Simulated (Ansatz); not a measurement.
**PbO, one structure, two calculations**

Cell: a COD entry.

```xyz
4
Lattice="3.9744 0.0000 0.0000 0.0000 3.9744 0.0000 0.0000 0.0000 5.0220" Properties=species:S:1:pos:R:3 pbc="T T T"
Pb    0.0000    1.9872    1.1807
Pb    1.9872    0.0000    3.8413
O     0.0000    0.0000    0.0000
O     1.9872    1.9872    0.0000
```

Atom numbers follow the list; atoms alike are taken as one site, whose name carries the number of the first.

First run. Level of theory: DFT, PBE, plane waves and PAW, scalar-relativistic, 420 eV cutoff, Γ-centred 8×8×7 k-points, Fermi–Dirac smearing 0.01 eV (Ansatz 0.2.0).

```csv
site,atom,V_zz (10²¹ V/m²),η
Pb,1,-22.7,0.00
O,3,-0.29,0.00
```

Second run. The same atoms and settings, except that the functional is r2SCAN and the cutoff is 500 eV.

**Question.** What does the second run give?

**Answer.** 

| site | atom | V_zz | η | change of V_zz |
| --- | --- | --- | --- | --- |
| Pb | 1 | -25.5 | 0.00 | -2.79 |
| O | 3 | -0.25 | 0.00 | +0.04 |

The largest change of V_zz is on Pb, from -22.7 to -25.5. In per cent, |V_zz| changes by +12 on Pb (all sites that start above 0.5).

Spin–orbit coupling is left out, which shifts gradients on Pb by a few per cent, and by more where contributions nearly cancel.
For the first run: At this cell the principal stresses reach 5 GPa in size with PBE, which can matter for small gradients. The largest force is 0.5 eV/Å, so the atoms aren't at the calculated equilibrium and relaxing them would move these values.
For the second run: The values hang on the deposited positions: relaxing the atoms moves V_zz on O from -0.25 to -0.16.
